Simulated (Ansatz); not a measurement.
Level: PBE, no spin polarisation; 420 eV; 9×9×4 Γ-centred mesh; fermi-dirac occupations (width 0.1 eV); Ansatz 0.2.0, fixed geometry.

Computed maps in the lattice plane spanned by b (left to right, 3.91 Å, 12 points from zero) and c (bottom to top, 9.53 Å, 26 points from zero), 90° apart, at height 0.750 along a. The fields are smooth PAW ones with compensation charges, not the true ones near nuclei.

Valence density. Digits on a logarithmic scale: 0 up to 0.03 e/Å³, each further digit a factor of 1.6, 9 from 1.3 e/Å³ up:
```
599999544444
468986443334
445554445554
444444468986
643334699999
743234799999
743234799999
543334589998
444444456765
455655444444
567776543334
677677644344
675057655555
777677767876
777777789998
666666699999
644444699999
543334579997
432223456765
432223466766
543334577777
654445676567
765556775157
778987777677
799999767776
699999655555
```

ELF. Ten even steps from '0' (0.00) to '9' (0.90):
```
124542122222
112221111111
121112111111
111111123332
111111145654
210001258985
211011247974
111111134543
123432112221
257875211111
478887410001
672027631113
770007742224
795059732223
489898423432
257875225752
123432124642
121112112321
211011222222
421012478887
631113689998
742124771017
842124870007
622222684148
324542377777
125852134543
```

Problem. The cell is CdNi₂P₂. Which atoms lie within 0.2 Å of this plane, and where (fractions of b and c)?

Solution. P at (0.25, 0.50), P at (0.75, 0.12), Cd at (0.75, 0.76), Ni at (0.25, 0.00), Ni at (0.75, 0.37). The whole cell:
```
P Cd Ni
1.0
     3.91178    0.00000    0.00000
     0.00000    3.91178    0.00000
     0.00000    0.00000    9.53056
P Cd Ni
4 2 4
Cartesian
  2.9338 0.9779 4.7653
  0.9779 2.9338 4.7653
  0.9779 0.9779 8.3526
  2.9338 2.9338 1.1780
  0.9779 0.9779 2.3093
  2.9338 2.9338 7.2213
  2.9338 0.9779 0.0000
  0.9779 2.9338 0.0000
  0.9779 0.9779 5.9671
  2.9338 2.9338 3.5635
```

Origin: a known structure type with other elements, at an estimated volume, so it need not be a known compound. Caveats: no spin polarisation, so a magnetic state may lie lower.
